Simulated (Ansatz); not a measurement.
The start is a generated trial cell of Si2W in the MoSi2 structure type. The cell and all atomic positions are relaxed at zero pressure with r2SCAN (plane waves to 500 eV, PAW, scalar-relativistic; Ansatz, a program for electronic structure). First-step values are on the input's coarse k-mesh.

Ansatz input (later rounds restart from its end on a renewed k-mesh):
Ansatz 0.2 input:
```yaml
crystal:
  lattice:
    - [-1.612505, 1.612505, 3.946675]
    - [1.612505, -1.612505, 3.946675]
    - [1.612505, 1.612505, -3.946675]
  atoms:
    - { symbol: W, position: [0, 0, 0] }
    - { symbol: Si, position: [0.3353, 0.3353, 0] }
    - { symbol: Si, position: [0.6647, 0.6647, 0] }
basis: { ecutwfc: 500, ecutrho_ratio: 4, xc_grid: 4, fft_grid_basis: typed }
kpoints: { mp_grid: { grid: [10, 10, 10] } }
hamiltonian:
  xc: r2scan
  dispersion: none
  pseudopotentials: { kind: paw }
scf: { occupations: { method: fermi_dirac, width: 0.05 } }
relax: { f_tol: 0.01, max_steps: 100, cell: { stress_tol: 0.02 } }
output: { forces: true, stress: true }
```

Task: What pressure does the first self-consistent step give?

Result: -5 GPa (negative: the cell is under tension).

Task: How much energy is released per atom?

Result: Under 0.01 eV/atom.

Task: How does the volume per atom move from start to end?

Result: -2.0 %, from 13.68 to 13.42 Å³/atom.

Task: How do the shortest distances between atoms change?

Result: The closest pairs of elements (up to four, under 3.6 Å), start → end: Si–Si 2.60 → 2.58 Å; Si–W 2.62 → 2.61 Å; W–W 3.23 → 3.21 Å.

Task: What band gap does the relaxed structure have at this level?

Result: No gap (metallic).

Task: Give the final cell and atomic positions.

Result: 
Space group I4/mmm (No. 139); a = b = 3.212 Å, c = 7.804 Å, α = β = γ = 90.00°

| atom | site | symmetry | x | y | z |
|---|---|---|---|---|---|
| W | 2a | 4/mmm | 0.0000 | 0.0000 | 0.0000 |
| Si | 4e | 4mm | 0.0000 | 0.0000 | 0.3349 |
(The calculation used a cell of 3 atoms; values per cell refer to that cell.)

The space group stays I4/mmm (No. 139) (the run could not lower it); the end is AFLOW prototype AB2_tI6_139_a_e (C11_b, as in Si2Mo), with 3 atoms in the primitive cell. Final values are on a 20×20×20 k-mesh of the relaxed cell. No spin polarisation in the result.

The run could not lose the symmetry of its start.
